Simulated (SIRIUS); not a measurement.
Worked example: self-consistent single point of ZnSe (F-43m, 16 atoms in the cell; from Materials Project mp-1190, changed as shown) in SIRIUS.

Method: PBE, SSSP 1.1.2 efficiency PBE pseudopotentials (plane waves; SIRIUS).

The change in words: 2 x 2 x 2 supercell at the zone centre alone; parameters.ngridk: 8 8 8 → 1 1 1; parameters.num_bands: 17 → 125. Reference geometry (F-43m):
```yaml
crystal:
  lattice:
    - [0.00000, 2.81857, 2.81857]
    - [2.81857, 0.00000, 2.81857]
    - [2.81857, 2.81857, 0.00000]
  atoms:
    - { symbol: Zn, position: [0.00000, 0.00000, 0.00000] }
    - { symbol: Se, position: [0.75000, 0.75000, 0.75000] }
```

Reference input (self-consistent single point, DFT, PBE, plane waves, SSSP 1.1.2 efficiency PBE pseudopotentials): parameters.ngridk = 8 8 8; parameters.xc_functionals = [XC_GGA_X_PBE, XC_GGA_C_PBE]; parameters.gk_cutoff = 8.062 1/bohr; parameters.pw_cutoff = 25.496 1/bohr; parameters.smearing = gaussian; parameters.smearing_width = 0.000734986 Ha; potentials = SSSP 1.1.2 efficiency PBE pseudopotentials; parameters.electronic_structure_method = pseudopotential; parameters.num_bands = 17; parameters.num_mag_dims = 0; parameters.num_dft_iter = 100; parameters.energy_tol = 1e-07 Ha. This run's input differs from it in these lines:

```diff
@@ -16,6 +16,6 @@
     "pw_cutoff": 25.496,
-    "ngridk": [8, 8, 8],
+    "ngridk": [1, 1, 1],
     "smearing": "gaussian",
     "smearing_width": 0.000734986,
-    "num_bands": 17,
+    "num_bands": 125,
     "num_mag_dims": 0,
@@ -32,5 +32,5 @@
     "lattice_vectors": [
-      [0.0, 5.3263178042, 5.3263178042],
-      [5.3263178042, 0.0, 5.3263178042],
-      [5.3263178042, 5.3263178042, 0.0]
+      [0.0, 10.6526356084, 10.6526356084],
+      [10.6526356084, 0.0, 10.6526356084],
+      [10.6526356084, 10.6526356084, 0.0]
     ],
@@ -44,6 +44,20 @@
       "Zn": [
-        [0.0, 0.0, 0.0]
+        [0.0, 0.0, 0.0],
+        [0.0, 0.0, 0.5],
+        [0.0, 0.5, 0.0],
+        [0.0, 0.5, 0.5],
+        [0.5, 0.0, 0.0],
+        [0.5, 0.0, 0.5],
+        [0.5, 0.5, 0.0],
+        [0.5, 0.5, 0.5]
       ],
       "Se": [
-        [0.75, 0.75, 0.75]
+        [0.375, 0.375, 0.375],
+        [0.375, 0.375, 0.875],
+        [0.375, 0.875, 0.375],
+        [0.375, 0.875, 0.875],
+        [0.875, 0.375, 0.375],
+        [0.875, 0.375, 0.875],
+        [0.875, 0.875, 0.375],
+        [0.875, 0.875, 0.875]
       ]
```

The program printed (abridged):

```
[find] density tolerance         : 1e-06
[find] total energy tolerance    : 1e-07
[find] iter_solver_tol (initial) : 0.01
[find] iter_solver_tol (target)  : 1e-13
[find] num_dft_iter              : 100
Charges and magnetic moments
--------------------------------------------------------------------------------
total charge          : 208.000000
[find] | SCF iteration   0 out of 100|
[diagonalize] iterative solver tolerance (occupied, empty): 0.01 0.01
[diagonalize] average number of iterations: 3
[find] Charges and magnetic moments
[find] total charge          : 208.000000
[find] Energy
   [... lines left out ...]
[find] Charges and magnetic moments
[find] total charge          : 208.000000
[find] Energy
[find] smearing (-TS)                 :      -0.00000000
[find] Total energy                   :   -2020.59222247 (Ha),   -4041.18444494 (Ry)
[find] Free energy (E-TS)             :   -2020.59222247 (Ha),   -4041.18444494 (Ry)
[find] band gap (eV)                  :       1.22583640
[find] Efermi                         :       0.29066275
[find] iteration : 34, RMS (target) : 6.6944e-07 (1.0000e-06) , energy difference (target) : -5.0022e-11 (1.0000e-07)
[find] bands are converged : true
[find] iterative solver converged : false
[find] converged after 35 SCF iterations!
[find] Charges and magnetic moments
[find] total charge          : 208.000000
[find] Energy
[find] smearing (-TS)                 :      -0.00000000
[find] Total energy                   :   -2020.59222247 (Ha),   -4041.18444494 (Ry)
[find] Free energy (E-TS)             :   -2020.59222247 (Ha),   -4041.18444494 (Ry)
[find] band gap (eV)                  :       1.22583640
[find] Efermi                         :       0.29066275
[ground_state] === stress tensor components [kbar] ===
[ground_state] === stress_total ===
[ground_state]   -92.759156    0.000000    0.000000
[ground_state]     0.000000  -92.759156   -0.000000
[ground_state]     0.000000   -0.000000  -92.759156
[ground_state] ==== total Forces in Ha/bohr =====
[ground_state] atom:    0, force:       0.0000000      0.0000000     -0.0000000
   [... zero for the other atoms too ...]
```

The run converged in 35 iterations. SIRIUS prints the stress tensor with tension positive. Against the reference run the free energy rises by 749 meV/atom and the pressure goes from 3.23 to 9.28 GPa.

This run is one point of a test of settings, so its values need not be converged; read them against the reference run alone. The structure comes from a collection of computed structures, made at another level of theory; the collection holds predicted forms beside known ones. Its lattice was then scaled. With one or two k-points the zone of this small cell is coarsely sampled: energies, forces and stress carry that error and can break the symmetry, so a converged loop does not mean converged values.

Cost on one core: very roughly 10 core-minutes.

The gap that the log prints is read on the run's mesh, which can miss the band edges or a crossing.
